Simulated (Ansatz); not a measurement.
CdSe (zinc blende, F-43m), LDA (plane waves, PAW; program Ansatz): ε∞ = 8.64, cell volume 54.20 Å³. Infrared-active transverse modes:

```csv
ω_TO (cm⁻¹),oscillator strength S_xx (e²/amu)
175.0,0.1053
```

Question: Compute the static dielectric constant.

Answer: Each mode adds (4.921e7/V) S/ω²: 3.12. So ε0 = 11.8.

Question: What LO frequency does the Lyddane–Sachs–Teller relation give?

Answer: ω_LO = ω_TO √(ε0/ε∞) = 204 cm⁻¹.

The LDA relaxation kept the symmetry of its start; phonons on a q-mesh show no instability. Scalar-relativistic: spin–orbit coupling is off unless named, which matters more the heavier the elements.

Potentials: the later of the program's two PAW sets.
